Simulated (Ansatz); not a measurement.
Data:

AlCr$_{2}$C:
```
AlCr2C
1.0
    2.79108     0.00000     0.00000
   -1.39554     2.41715     0.00000
    0.00000     0.00000    12.47316
Al Cr C
2 4 2
Direct
  0.66667   0.33333   0.25000
  0.33333   0.66667   0.75000
  0.33333   0.66667   0.41538
  0.66667   0.33333   0.58462
  0.66667   0.33333   0.91538
  0.33333   0.66667   0.08462
  0.00000   0.00000   0.50000
  0.00000   0.00000   0.00000
```

This is the LDA-relaxed structure.

All from plane-wave PAW LDA (Ansatz code), unless another level is named. Predict the electronic character.

metallic (no gap).

What about the density of states at the Fermi level?

0.70 states/eV per atom (mean over ±0.08 eV).

What about the formation energy from the elements (no fitted shifts)?

-0.24 eV/atom.

Space group P6_3/mmc. Symmetry was held in the LDA relaxation; of distortions, only those at the zone centre were tested. No spin polarisation was allowed. The references are the lowest solids computed at this level, not always the standard phases.

Potentials: the later of the program's two PAW sets.
